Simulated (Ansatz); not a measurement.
The start is a relaxed CdS cell shaken by Gaussian noise of σ = 0.08 Å a coordinate. The cell and all atomic positions are relaxed at zero pressure with PBEsol (plane waves to 420 eV, PAW, scalar-relativistic; Ansatz, a quantum-chemistry and plane-wave program). The first steps use a coarse 5×5×1 k-mesh.

Input geometry:
```yaml
crystal:
  lattice:
    - [4.12030, 0.00000, 0.00000]
    - [-2.06015, 3.56828, 0.00000]
    - [0.00000, 0.00000, 20.15879]
  atoms:
    - { symbol: Cd, position: [0.05545, 0.02033, 0.99766] }
    - { symbol: Cd, position: [0.97810, 0.98885, 0.50021] }
    - { symbol: Cd, position: [0.69204, 0.31764, 0.83054] }
    - { symbol: Cd, position: [0.34046, 0.68387, 0.33533] }
    - { symbol: Cd, position: [0.72860, 0.36250, 0.16265] }
    - { symbol: Cd, position: [0.31900, 0.65388, 0.66962] }
    - { symbol: S, position: [0.00028, 0.01324, 0.87698] }
    - { symbol: S, position: [0.01136, 0.02487, 0.37257] }
    - { symbol: S, position: [0.68197, 0.33730, 0.70595] }
    - { symbol: S, position: [0.34420, 0.67039, 0.21255] }
    - { symbol: S, position: [0.64129, 0.33212, 0.03269] }
    - { symbol: S, position: [0.30459, 0.64768, 0.53867] }
```

Does it find its way back to the structure it was made from?

It returns to the parent structure, P6₃mc (No. 186).

How do the shortest distances between atoms change?

The closest pairs of elements (up to four, under 3.6 Å), start → end: Cd–S 2.21 → 2.52 Å.

Is the relaxed structure metallic? Give its gap.

1.04 eV (no spin-orbit coupling).

It ends as:

```cif
data_Cd6S6
_chemical_formula_sum 'Cd6 S6'
_space_group_name_H-M_alt 'P63mc'
_space_group_IT_number 186
_space_group_name_Hall 'P 6c -2c'
_cell_length_a 4.12004
_cell_length_b 4.12004
_cell_length_c 20.16033
_cell_angle_alpha 90.000
_cell_angle_beta 90.000
_cell_angle_gamma 120.000
loop_
_atom_site_label
_atom_site_type_symbol
_atom_site_symmetry_multiplicity
_atom_site_Wyckoff_symbol
_atom_site_fract_x
_atom_site_fract_y
_atom_site_fract_z
_atom_site_occupancy
Cd1 Cd 2 a 0.00000 0.00000 0.49878 1
Cd2 Cd 2 b 0.33333 0.66667 0.33225 1
Cd3 Cd 2 b 0.66667 0.33333 0.16556 1
S1 S 2 a 0.00000 0.00000 0.37362 1
S2 S 2 b 0.33333 0.66667 0.20709 1
S3 S 2 b 0.66667 0.33333 0.04040 1
```

Final values are on a 8×8×2 k-mesh of the relaxed cell. No spin polarisation in the result.

The first start was generated by placing the elements on the sites of a structure type. A measured structure of CdS has the same space group, P6₃mc (No. 186); the sites were not compared with it.
